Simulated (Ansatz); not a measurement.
ZnCl₂ in space group P4_2/nmc (No. 137; Zn on 2a, Cl on 4d), LDA in the plane-wave PAW code Ansatz. The conduction-band minimum lies at Γ, with 1 equivalent valley. Second derivatives d²E/dk² of the lowest band at one valley (eV·Å²), along Cartesian directions:

```
direction  d²E/dk²
---------  -------
[100]        23.36
[010]        23.36
[001]        21.06
[110]        23.37
[101]        22.21
[011]        22.21
```

Problem. Find the principal effective masses, the density-of-states mass and the conductivity mass.

Solution. Off-diagonal terms follow from H_xy = H[110] − (H_xx + H_yy)/2, and m*/mₑ = 7.620 eV·Å² over each eigenvalue: 0.33, 0.33, 0.36. One valley's DOS mass (m₁m₂m₃)^(1/3) = 0.34, conductivity mass 3/(Σ 1/mᵢ) = 0.34 mₑ.

Problem. What effective density of states Nc follows at 300 K for parabolic valleys?

Solution. Nc = 2.509e19 × 1 × (0.34)^(3/2) ≈ 5.0e18 cm⁻³.

The workflow started from a Materials Project entry (that database holds measured and hypothetical structures alike); the Crystallography Open Database files this formula in space group No. 137, but the cells were not matched. Whether it is the stable phase at ambient conditions was not checked. The LDA relaxation kept the symmetry of its start; whether a distortion lowers the energy is not shown. A crystal of weakly bound layers computed without a dispersion correction: the cell and the soft elastic constants depend strongly on that.

Potentials: the later of the program's two PAW sets.

Edges and masses are those of Kohn–Sham bands, whose gap is no quasiparticle gap.
